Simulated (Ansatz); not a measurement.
AlInAs$_{2}$:
Space group P-4m2 (No. 115); a = b = 4.159 Å, c = 17.707 Å, α = β = γ = 90.00°

```csv
atom,site,symmetry,x,y,z
In,2e,2mm.,0.0000,0.0000,0.1790
As,2g,2mm.,0.0000,0.5000,0.0895
In,1b,-4m2,0.5000,0.5000,0.0000
As,2g,2mm.,0.5000,0.0000,0.2694
Al,2f,2mm.,0.5000,0.5000,0.3454
As,2g,2mm.,0.0000,0.5000,0.4227
Al,1d,-4m2,0.0000,0.0000,0.5000
```

Relaxed with r²SCAN. 

Question: HSE06 on this cell (Ansatz, a first-principles code, PAW) gives a gap of 1.32 eV. What does r²SCAN give?

Answer: 1.03 eV.

Cost on shared cores: the r²SCAN run (SCF on a 7×7×2 mesh, then bands and DOS) around 14 core-minutes (rough), the HSE06 run (SCF on 4×4×1, then a few points) around 5 core-minutes (rough); the tasks are unlike.

The start of the workflow was typed in or built on a structure type; neither database checked (COD, Materials Project) lists it. Its standing as an ambient phase is unchecked. The cell was relaxed with r²SCAN under the symmetry of its start; whether a distortion lowers the energy is not shown. Scalar-relativistic: spin–orbit coupling is off unless named, which matters more the heavier the elements.

Potentials: the earlier of the program's two PAW sets. The files were generated under PBE; for other functionals the program regenerates the frozen cores, and for LDA and PBEsol the local potential too.

Ansatz is a plane-wave DFT program.
